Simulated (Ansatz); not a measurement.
ScPd (CsCl type, space group No. 221), PBEsol in the plane-wave PAW code Ansatz, all energies at zero smearing, with the estimated change up to a 700 eV cutoff added, with one set of potentials and settings (totals compare only within such a set). Cell of 2 atoms (1 Sc, 1 Pd): -9019.808 eV.

```tsv
element	reference phase	E (eV/atom)
Sc	P6_3/mmc, 2 atoms in the cell	-2111.3699
Pd	Fm-3m, 1 atoms in the cell	-6906.6520
```

Formation energy per atom, worked out: (-9019.808 − 1×(-2111.3699) − 1×(-6906.6520))/2 = -0.893 eV/atom (-86 kJ per mol of atoms), at 0 K, without zero-point energy or fitted corrections.

Space group Pm-3m (CsCl type). The first step of the workflow began from a Materials Project structure, measured or hypothetical; the Crystallography Open Database files this formula in space group No. 221, but the cells were not matched. Its standing as an ambient phase is unchecked. Symmetry was held in the PBEsol relaxation; of distortions, only those at the zone centre were tested. The run is not spin-polarised. The references are the lowest solids computed at this level, not always the standard phases.

Potentials: the later of the program's two PAW sets.
